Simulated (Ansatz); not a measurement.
Given:

SrZrO₃ (cubic perovskite, Pm-3m), a = 4.0958 Å, b = 4.0958 Å, c = 4.0958 Å, α = 90.00°, β = 90.00°, γ = 90.00°.

This is the LDA-relaxed structure.

**Question.** All from plane-wave PAW LDA (Ansatz code), unless another level is named. Give the Poisson's ratio.

**Answer.** 0.26.

**Question.** And the highest zone-centre frequency (without LO–TO term)?

**Answer.** 595 cm⁻¹.

The workflow started from a Materials Project entry (that database holds measured and hypothetical structures alike); the Crystallography Open Database files this formula in space group No. 221, but the cells were not matched. Whether it is the stable phase at ambient conditions was not checked. The LDA relaxation kept the symmetry of its start. At this level the phase is dynamically unstable (imaginary phonons). The run is not spin-polarised.

Potentials: the later of the program's two PAW sets.
